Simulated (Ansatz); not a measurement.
Te:
```cif
data_Te3
_chemical_formula_sum 'Te3'
_space_group_name_H-M_alt 'P3121'
_space_group_IT_number 152
_space_group_name_Hall 'P 31 2"'
_cell_length_a 4.27814
_cell_length_b 4.27814
_cell_length_c 5.92745
_cell_angle_alpha 90.000
_cell_angle_beta 90.000
_cell_angle_gamma 120.000
loop_
_atom_site_label
_atom_site_type_symbol
_atom_site_symmetry_multiplicity
_atom_site_Wyckoff_symbol
_atom_site_fract_x
_atom_site_fract_y
_atom_site_fract_z
_atom_site_occupancy
Te1 Te 3 a 0.71375 0.71375 0.00000 1
```

Relaxed at zero pressure with LDA in the plane-wave PAW code Ansatz.

### Question
The volume is lowered by 3 % and shape and atoms relax at that volume. What pressure results, and how do the axes share the change?

### Answer
1.2 GPa; a -1.5 %, b -1.5 %, c 0.0 %; the energy rises by 3 meV/atom.

### Question
Give the new structure.

### Answer

Space group P3₁21 (No. 152); a = b = 4.2142 Å, c = 5.9253 Å, α = β = 90.00°, γ = 120.00°

```
atom  site  symmetry       x       y       z
----  ----  --------  ------  ------  ------
Te      3a       .2.  0.7084  0.7084  0.0000
```

The phase is kept; no other phase was compared at this pressure.

Space group P3_121 (trigonal Se type). The LDA relaxation kept the symmetry of its start. A crystal of weakly bound chains computed without a dispersion correction: the cell and the soft elastic constants depend strongly on that. Scalar-relativistic: spin–orbit coupling is off unless named, which matters more the heavier the elements.

Potentials: the later of the program's two PAW sets.
